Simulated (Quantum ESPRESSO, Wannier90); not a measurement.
## Wannier functions of SiC (zinc blende)

Structure: Materials Project mp-8062, symmetrised, not relaxed again. COD (Crystallography Open Database) has the formula in 5 space groups, this one among them (matched by group alone). Method: PBEsol plane waves in Quantum ESPRESSO 7.5 (PseudoDojo norm-conserving files, 66 Ry, no spin polarisation, no spin-orbit coupling), Bloch states on a 12×12×12 mesh through Γ, Wannier90 4.0.1. Density: 12×12×12 mesh, cold smearing 0.01 Ry.

Input w.win:

```
num_bands = 15
num_wann = 8
num_iter = 0
conv_tol = 1.0e-6
conv_window = 4
dis_num_iter = 1000
dis_conv_tol = 1.0e-6
dis_froz_max = 12.21
write_hr = true
write_u_matrices = true
begin projections
Si: s;p
C: s;p
end projections
begin unit_cell_cart
ang
    0.0000000000    2.1769950000    2.1769950000
    2.1769950000    0.0000000000    2.1769950000
    2.1769950000    2.1769950000    0.0000000000
end unit_cell_cart
begin atoms_frac
Si  -0.2500000000 -0.2500000000 -0.2500000000
C    0.0000000000  0.0000000000  0.0000000000
end atoms_frac
mp_grid = 12 12 12
begin kpoints
0.0000000000 0.0000000000 0.0000000000
0.0000000000 0.0000000000 0.0833333333
0.0000000000 0.0000000000 0.1666666667
... (1725 more lines: the 12x12x12 mesh through Gamma)
end kpoints
```

On the energy scale of pw.x, whose zero is arbitrary, the valence-band maximum lies at 9.48 eV. Lines of w_hr.dat (R1 R2 R3 m n Re Im, eV) for R = 0 and one of the shortest lattice vectors, rounded to 0.01 eV, lines under 0.02 eV left out; orbitals in order: Si1 s, Si1 pz, Si1 px, Si1 py, C2 s, C2 pz, C2 px, C2 py.

```
    0    0    0    1    1    10.96     0.00
    0    0    0    5    1    -2.56     0.00
    0    0    0    6    1     2.18     0.00
    0    0    0    7    1     2.18     0.00
    0    0    0    8    1     2.18     0.00
    0    0    0    2    2    14.49     0.00
    0    0    0    5    2    -2.03     0.00
    0    0    0    6    2     0.09     0.00
    0    0    0    7    2     1.79     0.00
    0    0    0    8    2     1.78     0.00
    0    0    0    3    3    14.49     0.00
    0    0    0    5    3    -2.03     0.00
    0    0    0    6    3     1.78     0.00
    0    0    0    7    3     0.09     0.00
    0    0    0    8    3     1.78     0.00
    0    0    0    4    4    14.49     0.00
    0    0    0    5    4    -2.03     0.00
    0    0    0    6    4     1.78     0.00
    0    0    0    7    4     1.78     0.00
    0    0    0    8    4     0.09     0.00
    0    0    0    1    5    -2.56     0.00
    0    0    0    2    5    -2.03     0.00
    0    0    0    3    5    -2.03     0.00
    0    0    0    4    5    -2.03     0.00
    0    0    0    5    5     3.85     0.00
    0    0    0    1    6     2.18     0.00
    0    0    0    2    6     0.09     0.00
    0    0    0    3    6     1.78     0.00
    0    0    0    4    6     1.78     0.00
    0    0    0    6    6    10.16     0.00
    0    0    0    1    7     2.18     0.00
    0    0    0    2    7     1.79     0.00
    0    0    0    3    7     0.09     0.00
    0    0    0    4    7     1.78     0.00
    0    0    0    7    7    10.16     0.00
    0    0    0    1    8     2.18     0.00
    0    0    0    2    8     1.78     0.00
    0    0    0    3    8     1.78     0.00
    0    0    0    4    8     0.09     0.00
    0    0    0    8    8    10.17     0.00
   -1    0    0    1    1    -0.27     0.00
   -1    0    0    2    1     0.30     0.00
   -1    0    0    3    1    -0.12     0.00
   -1    0    0    4    1     0.30     0.00
   -1    0    0    5    1    -0.05     0.00
   -1    0    0    6    1     0.09     0.00
   -1    0    0    8    1     0.09     0.00
   -1    0    0    1    2    -0.30     0.00
   -1    0    0    2    2     0.67     0.00
   -1    0    0    3    2     0.31     0.00
   -1    0    0    4    2     0.48     0.00
   -1    0    0    5    2    -0.15     0.00
   -1    0    0    6    2     0.13     0.00
   -1    0    0    7    2     0.11     0.00
   -1    0    0    8    2     0.12     0.00
   -1    0    0    1    3    -0.12     0.00
   -1    0    0    2    3    -0.31     0.00
   -1    0    0    3    3    -0.75     0.00
   -1    0    0    4    3    -0.31     0.00
   -1    0    0    5    3     0.14     0.00
   -1    0    0    6    3    -0.09     0.00
   -1    0    0    7    3    -0.12     0.00
   -1    0    0    8    3    -0.09     0.00
   -1    0    0    1    4    -0.30     0.00
   -1    0    0    2    4     0.48     0.00
   -1    0    0    3    4     0.31     0.00
   -1    0    0    4    4     0.67     0.00
   -1    0    0    5    4    -0.15     0.00
   -1    0    0    6    4     0.12     0.00
   -1    0    0    7    4     0.11     0.00
   -1    0    0    8    4     0.13     0.00
   -1    0    0    1    5    -2.56     0.00
   -1    0    0    2    5     2.03     0.00
   -1    0    0    3    5    -2.03     0.00
   -1    0    0    4    5     2.03     0.00
   -1    0    0    5    5    -0.09     0.00
   -1    0    0    6    5     0.03     0.00
   -1    0    0    7    5     0.15     0.00
   -1    0    0    8    5     0.03     0.00
   -1    0    0    1    6    -2.18     0.00
   -1    0    0    2    6     0.09     0.00
   -1    0    0    3    6    -1.78     0.00
   -1    0    0    4    6     1.78     0.00
   -1    0    0    5    6    -0.03     0.00
   -1    0    0    6    6     0.11     0.00
   -1    0    0    7    6    -0.08     0.00
   -1    0    0    8    6     0.06     0.00
   -1    0    0    1    7     2.18     0.00
   -1    0    0    2    7    -1.79     0.00
   -1    0    0    3    7     0.09     0.00
   -1    0    0    4    7    -1.78     0.00
   -1    0    0    5    7     0.15     0.00
   -1    0    0    6    7     0.08     0.00
   -1    0    0    7    7    -0.34     0.00
   -1    0    0    8    7     0.08     0.00
   -1    0    0    1    8    -2.18     0.00
   -1    0    0    2    8     1.78     0.00
   -1    0    0    3    8    -1.78     0.00
   -1    0    0    4    8     0.09     0.00
   -1    0    0    5    8    -0.03     0.00
   -1    0    0    6    8     0.06     0.00
   -1    0    0    7    8    -0.08     0.00
   -1    0    0    8    8     0.11     0.00
```
